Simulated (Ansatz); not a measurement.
The start is a relaxed Ta cell, doubled along one cell vector, shaken by Gaussian noise of σ = 0.08 Å a coordinate. Cell shape, volume and atoms are optimised at zero target pressure with r2SCAN (plane waves to 500 eV, PAW, scalar-relativistic; Ansatz, a program for electronic structure). The first steps use a coarse 14×14×7 k-mesh.

The start:
```
Ta
1.0
   -1.65255     1.65255     1.65255
    1.65255    -1.65255     1.65255
    3.30510     3.30510    -3.30510
Ta
2
Direct
  0.97757   0.98411   0.02092
  0.02145   0.99293   0.48734
```

Problem. How large is the pressure on the unrelaxed cell, and of which sign?

Solution. +2.6 GPa (positive: the cell is compressed).

Problem. How much energy is released per atom?

Solution. 0.13 eV/atom.

Problem. How do the shortest distances between atoms change?

Solution. The closest pairs of elements (up to four, under 3.6 Å), start → end: Ta–Ta 2.62 → 2.86 Å.

Final values are on a 20×20×20 k-mesh of the relaxed cell. No spin polarisation in the result.

The run could not lose the symmetry of its start.
